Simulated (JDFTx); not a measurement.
Reference run:

Ag(100) slab cut from bulk Ag (space group Fm-3m, indices of the conventional cell, lattice of the Materials Project entry mp-124, not re-optimised): 5 atoms in 5 planes, a 1x1 cell of 8.42 Å² (|a| = 2.902, |b| = 2.902 Å), 8.2 Å between the outermost planes, cell height 24.2 Å, 8×8×1 k mesh, Fermi smearing 0.01 Ha, no spin polarisation.

Reference level: PBE, GBRV ultrasoft potentials, plane waves to 20/100 Ha, in a modified build of JDFTx. Unrelaxed; liquid: linear PCM (GLSSA13), water, 1 M NaCl. Potentials refer to SHE, placed 4.44 V below the bulk liquid's zero by convention.

```json
[
 {"cell height": "16.2 Å", "work function (eV)": "4.30", "U_pzc (V)": "-0.39", "mean C below U_pzc (μF/cm²)": "15 over 0.5 V", "k states × plane waves": "15 × 3934", "cycles, vacuum run": "12", "rough core time, vacuum run": "70 s"},
 {"cell height": "18.2 Å", "work function (eV)": "4.31", "U_pzc (V)": "-0.38", "mean C below U_pzc (μF/cm²)": "15 over 0.5 V", "k states × plane waves": "15 × 4419", "cycles, vacuum run": "14", "rough core time, vacuum run": "90 s"},
 {"cell height": "20.2 Å", "work function (eV)": "4.31", "U_pzc (V)": "-0.38", "mean C below U_pzc (μF/cm²)": "15 over 0.5 V", "k states × plane waves": "15 × 4905", "cycles, vacuum run": "16", "rough core time, vacuum run": "2 min"},
 {"cell height": "24.2 Å", "work function (eV)": "4.32", "U_pzc (V)": "-0.38", "mean C below U_pzc (μF/cm²)": "15 over 0.5 V", "k states × plane waves": "15 × 5873", "cycles, vacuum run": "18", "rough core time, vacuum run": "2 min"},
 {"cell height": "32.2 Å", "work function (eV)": "4.32", "U_pzc (V)": "-0.38", "mean C below U_pzc (μF/cm²)": "15 over 0.5 V", "k states × plane waves": "15 × 7823", "cycles, vacuum run": "23", "rough core time, vacuum run": "4 min"},
 {"cell height": "40.2 Å", "work function (eV)": "4.32", "U_pzc (V)": "-0.38", "mean C below U_pzc (μF/cm²)": "15 over 0.5 V", "k states × plane waves": "15 × 9764", "cycles, vacuum run": "30", "rough core time, vacuum run": "6 min"}
]
```

The work function stays within 0.02 eV over all these settings; capacitances repeat to about ±0.2 μF/cm². The times are rough (shared hosts); only ratios past two mean anything.
